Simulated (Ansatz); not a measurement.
A geometry of MgAu away from equilibrium: step 11 of the relaxation of a randomly generated symmetric cell of MgAu (space group No. 69). Computed with PBEsol (plane waves to 420 eV, PAW, scalar-relativistic; Ansatz, a first-principles code). Γ-centred k-mesh 9×9×9 on the run's cell (coarser than for final values), Fermi–Dirac smearing 0.05 eV.

```
MgAu
1.0
    0.00000     3.40172     3.40532
    2.92505     0.00000     3.40532
    2.92505     3.40172     0.00000
Au Mg
2 2
Direct
  0.25002   0.25002   0.74998
  0.74998   0.74998   0.25002
  0.50000   0.50000   0.00000
  0.00000   0.00000   0.50000
```

### Question
Which atoms carry the largest force, and which way does it point?

### Answer
No atom: all forces are below 0.005 eV/Å; only the cell is out of equilibrium.

### Question
What is the pressure?

### Answer
+2.6 GPa, compression positive.

### Question
How far above the relaxed end point is this geometry?

### Answer
0.03 eV/atom; the path ends in Pm-3m (No. 221) (CsCl type).

No spin polarisation in the result.

The run could not lose the symmetry of its start.
